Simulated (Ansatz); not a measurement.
# Is this Y2AlN3 structure a true minimum?

The structure comes from a generated guess, relaxed at this level; another structure or a mixture of phases may lie lower.

These are results of DFT PBE, scalar-relativistic, plane waves, PAW (Ansatz), not measurements. Cutoff 420 eV; k points 12×12×6 on the computed 6-atom cell (Γ-centred); Gaussian smearing, width 0.02 eV; no spin polarisation.

The cell below (6 atoms, space group P-3m1 (No. 164)) is relaxed within its symmetry.

```yaml
crystal:
  lattice:
    - [3.31491, 0.00000, 0.00000]
    - [-1.65745, 2.87080, 0.00000]
    - [0.00000, 0.00000, 7.97758]
  atoms:
    - { symbol: Y, position: [0.33333, 0.66667, 0.68186] }
    - { symbol: Y, position: [0.66667, 0.33333, 0.31814] }
    - { symbol: Al, position: [0.00000, 0.00000, 0.00000] }
    - { symbol: N, position: [0.33333, 0.66667, 0.14008] }
    - { symbol: N, position: [0.66667, 0.33333, 0.85992] }
    - { symbol: N, position: [0.00000, 0.00000, 0.50000] }
```

For the test a repeat of it with 12 atoms (edges 3.31, 5.74, 7.98 Å) was strained at random (σ = 1.5 % a component), the atoms were moved at random (σ = 0.15 Å), and all was relaxed again on a coarse 4×2×2 mesh (in the run’s order of axes) with 0.10 eV smearing, with no symmetry imposed.

Q: Is the structure stable against such a distortion?

A: It returns, within 1 meV/atom of the unmoved cell on that mesh and with the same symmetry when read at 0.1 Å (C2/m at 0.01 Å, so small strains and shifts remain). So it is stable against the distortions that fit this cell and that this random move excites. Modes that don't fit the cell aren't tested. Another cell of Y2AlN3 relaxed alike, in Cmc2_1 (a Materials Project cell), lies 92 meV/atom lower, so this cell isn't the stable form at this level.
